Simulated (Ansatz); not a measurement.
Sr$_{3}$BiN:
```xyz
5
Lattice="5.2235 0.0000 0.0000 0.0000 5.2235 0.0000 0.0000 0.0000 5.2235" Properties=species:S:1:pos:R:3 pbc="T T T"
Sr     2.6118     2.6118     0.0000
Sr     0.0000     2.6118     2.6118
Sr     2.6118     0.0000     2.6118
Bi     0.0000     0.0000     0.0000
N      2.6118     2.6118     2.6118
```

r²SCAN (plane waves, PAW; program Ansatz) gives a gap of 0.60 eV without spin–orbit coupling, maximum at Γ, minimum at Γ.

Q: What happens when spin–orbit coupling is switched on?

A: The gap drops by 0.22 eV, to 0.38 eV; maximum at Γ, minimum at Γ.

Q: How large is the spin–orbit splitting of the valence top at Γ?

A: The fourfold level lies 0.40 eV above the split-off pair.

Q: Give the electron effective mass with spin–orbit coupling, band 1 of 2 at the edge.

A: 0.68 along [100], 0.29 along [110], 0.22 along [111] (mₑ).

Q: Give the electron effective mass with spin–orbit coupling, band 2 of 2 at the edge.

A: 0.091 along [100], 0.11 along [110], 0.13 along [111] (mₑ).

Q: Give the hole effective mass with spin–orbit coupling, band 1 of 2 at the edge.

A: 0.33 along [100], 0.19 along [110], 0.16 along [111] (mₑ).

Q: Give the hole effective mass with spin–orbit coupling, band 2 of 2 at the edge.

A: 0.065 along [100], 0.075 along [110], 0.081 along [111] (mₑ).

Space group Pm-3m (anti-perovskite). The workflow started from a Materials Project entry (that database holds measured and hypothetical structures alike); the Crystallography Open Database copy checked does not list it. Whether it is the stable phase at ambient conditions was not checked. Symmetry was held in the r²SCAN relaxation; its stability against distortions is not shown here.

Potentials: the later of the program's two PAW sets.
